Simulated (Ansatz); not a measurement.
Ga₂O: zone-centre modes

Theory: DFT PBEsol, scalar-relativistic, plane waves, PAW (Ansatz). Cutoff 420 eV, 12×12×4 k-points (Γ-centred), Fermi-Dirac smearing of 0.15 eV. No spin polarisation. Phonons by linear response, acoustic sum rule imposed.

The cell, relaxed at this level:
```
CELL_PARAMETERS angstrom
3.03359 0.00000 0.00000
-1.51679 2.62716 0.00000
0.00000 0.00000 11.54425
ATOMIC_POSITIONS crystal
Ga 0.00000 0.00000 0.39206
Ga 0.00000 0.00000 0.60794
Ga 0.66667 0.33333 0.10209
Ga 0.33333 0.66667 0.89791
O 0.66667 0.33333 0.32099
O 0.33333 0.66667 0.67901
```

The cell was built by swapping an element in a database structure (itself possibly hypothetical) and relaxing; it need not be the stable form of this composition. In a metal, frequencies and elastic constants depend on the k mesh and the smearing, soft modes and shear constants most. Spin polarisation was left out, and a magnetic state may lie lower. A semilocal functional can close a gap that the real compound has.

Optical modes at Γ; i marks an imaginary frequency:
```tsv
frequency (meV)	degeneracy
5.0	2
6.1	2
6.2	1
8.4	2
12.7	1
22.0	1
47.1	1
48.9	1
53.5	2
54.2	2
```

All 15 optical modes at Γ are real: no displacement of atoms at fixed cell lowers the energy to second order. Strains and modes at other wave vectors aren't tested by this run.